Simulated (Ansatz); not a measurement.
TiC (rock salt, space group No. 225) at seven volumes, DFT-PBE in the program Ansatz with PAW potentials, scaled uniformly. One row is withheld.

| V (Å³/atom) | P (GPa) |
|---|---|
| 9.251 | 28.48 |
| 9.556 | ? |
| 9.861 | 8.09 |
| 10.166 | -0.01 |
| 10.471 | -6.98 |
| 10.776 | -12.97 |
| 11.081 | -18.12 |

Problem. Fit the shown pressures and predict the withheld one.

Solution. P = (3/2)B₀(x^(7/2) − x^(5/2))[1 + (3/4)(B′ − 4)(x − 1)] with x = (V₀/V)^(2/3). Least squares on the six rows gives V₀ = 10.166 Å³/atom, B₀ = 250 GPa, B′ = 4.02. At V = 9.556, x = 1.0421 and P = 17.52 GPa. The run itself gave 17.51 GPa.

Space group Fm-3m (rock salt). The cell was relaxed with PBE under the symmetry of its start. No spin polarisation was allowed.

Potentials: the earlier of the program's two PAW sets.
